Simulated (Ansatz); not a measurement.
HfScTaN3:
Space group P3m1 (No. 156); a = 3.1421 Å, b = 3.1421 Å, c = 7.6683 Å, α = 90.00°, β = 90.00°, γ = 120.00°

```tsv
atom	site	symmetry	x	y	z
Hf	1a	3m.	0.0000	0.0000	0.9963
Sc	1b	3m.	0.3333	0.6667	0.3379
Ta	1c	3m.	0.6667	0.3333	0.6671
N	1c	3m.	0.6667	0.3333	0.1646
N	1a	3m.	0.0000	0.0000	0.5054
N	1b	3m.	0.3333	0.6667	0.8286
```

Relaxed at zero pressure with PBEsol (plane waves, PAW; program Ansatz).

Task: The volume is raised by 9 % and shape and atoms relax at that volume. What pressure results, and how do the axes share the change?

Result: -19.9 GPa; a 2.9 %, b 2.9 %, c 2.9 %; the energy rises by 66 meV/atom.

Task: Give the new structure.

Result: 
Space group P3m1 (No. 156); a = 3.234 Å, b = 3.234 Å, c = 7.889 Å, α = 90.00°, β = 90.00°, γ = 120.00°

```
atom  site  symmetry       x       y       z
----  ----  --------  ------  ------  ------
Hf      1a       3m.  0.0000  0.0000  0.9946
Sc      1b       3m.  0.3333  0.6667  0.3389
Ta      1c       3m.  0.6667  0.3333  0.6683
N       1c       3m.  0.6667  0.3333  0.1609
N       1a       3m.  0.0000  0.0000  0.5089
N       1b       3m.  0.3333  0.6667  0.8284
```

The phase is kept; no other phase was compared at this pressure.

The start of the workflow was typed in or built on a structure type; neither database checked (COD, Materials Project) lists it. Whether it is the stable phase at ambient conditions was not checked. Symmetry was held in the PBEsol relaxation; its stability against distortions is not shown here. The run is not spin-polarised. Scalar-relativistic: spin–orbit coupling is off unless named, which matters more the heavier the elements.

Potentials: the earlier of the program's two PAW sets. The files were generated under PBE; for other functionals the program regenerates the frozen cores, and for LDA and PBEsol the local potential too.
